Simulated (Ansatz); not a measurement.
One crystal and one scan (energy over volume and axial ratio) at two levels, PBE-D3(BJ) (plane waves to 420 eV, PAW, scalar-relativistic; Ansatz, an electronic-structure program) and r2SCAN+rVV10 (plane waves to 500 eV, PAW, scalar-relativistic; Ansatz), each from its own relaxed cell and on its own mesh. The cell shown is that of PBE-D3(BJ).

WS2 (2H-MoS2 type, space group P6_3/mmc)

```xyz
6
Lattice="3.1541 0.0000 0.0000 -1.5770 2.7315 0.0000 0.0000 0.0000 12.1373" Properties=species:S:1:pos:R:3 pbc="T T T"
W      0.0000     1.8210     3.0343
W      1.5770     0.9105     9.1030
S      0.0000     1.8210     7.5283
S      1.5770     0.9105     1.4596
S      1.5770     0.9105     4.6091
S      0.0000     1.8210    10.6777
```

Grid over V/V₀ and (c/a)/(c/a)₀, subscript 0 meaning the relaxed cell; the conventional c axis lies along z; no internal relaxation.

The energy includes the smearing's −TS. Spin-orbit coupling is left out, though W is heavy. WS2 is run without spin polarisation. WS2 was relaxed with its symmetry unable to fall. As the atoms are clamped, bonds stretch with the cell, which overstates energies and stresses. Percentages come from the unrounded values. Both scans cover V/V₀ from 0.920 to 1.080 and (c/a)/(c/a)₀ from 0.960 to 1.040.

| quantity | PBE-D3(BJ) | r2SCAN+rVV10 | PBE-D3(BJ) − r2SCAN+rVV10 |
|---|---|---|---|
| Lattice constant a (Å) | 3.154 | 3.170 | -0.016 (-0.5 %) |
| Lattice constant c (Å) | 12.14 | 12.49 | -0.35 (-2.8 %) |
| Relaxed volume (Å³/atom) | 17.43 | 18.12 | -0.69 (-3.8 %) |
| Modulus against c/a change at fixed volume, (3/4V)·∂²E/∂(ln c/a)² (fit, atoms clamped) (GPa) | 99 | 99 | 0 |

PBE-D3(BJ) gives the lower value for: lattice constant a; lattice constant c; relaxed volume. They agree on: modulus against c/a change at fixed volume (within 1.5 %). Neither level is exact: the differences show how much the result hangs on the functional.

(A scan under strain: stresses follow from slopes of the energy per volume, elastic moduli from its curvatures.)
